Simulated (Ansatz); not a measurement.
Consider the following.

ZrSiRu:
```cif
data_Ru3Si3Zr3
_chemical_formula_sum 'Zr3 Si3 Ru3'
_space_group_name_H-M_alt 'P-62m'
_space_group_IT_number 189
_space_group_name_Hall 'P -6 -2'
_cell_length_a 6.68040
_cell_length_b 6.68040
_cell_length_c 3.69484
_cell_angle_alpha 90.000
_cell_angle_beta 90.000
_cell_angle_gamma 120.000
loop_
_atom_site_label
_atom_site_type_symbol
_atom_site_symmetry_multiplicity
_atom_site_Wyckoff_symbol
_atom_site_fract_x
_atom_site_fract_y
_atom_site_fract_z
_atom_site_occupancy
Zr1 Zr 3 g 0.41526 0.41526 0.50000 1
Si1 Si 1 b 0.00000 0.00000 0.50000 1
Si2 Si 2 c 0.33333 0.66667 0.00000 1
Ru1 Ru 3 f 0.00000 0.24386 0.00000 1
```

This is the r²SCAN-relaxed structure.

Task: All from r²SCAN in the plane-wave PAW code Ansatz, unless another level is named. Predict the electronic character.

Result: metallic (no gap).

Task: And the density of states at the Fermi level?

Result: 0.42 states/eV per atom (mean over ±0.08 eV).

Task: What about the formation energy from the elements (no fitted shifts)?

Result: -1.00 eV/atom.

The first step of the workflow began from a Materials Project structure, measured or hypothetical; the Crystallography Open Database files this formula in space group No. 189, but the cells were not matched. Whether it is the stable phase at ambient conditions was not checked. The cell was relaxed with r²SCAN under the symmetry of its start; whether a distortion lowers the energy is not shown. No spin polarisation was allowed. The references are the lowest solids computed at this level, not always the standard phases. Spin–orbit coupling is left out wherever it is not named.

Potentials: the later of the program's two PAW sets.
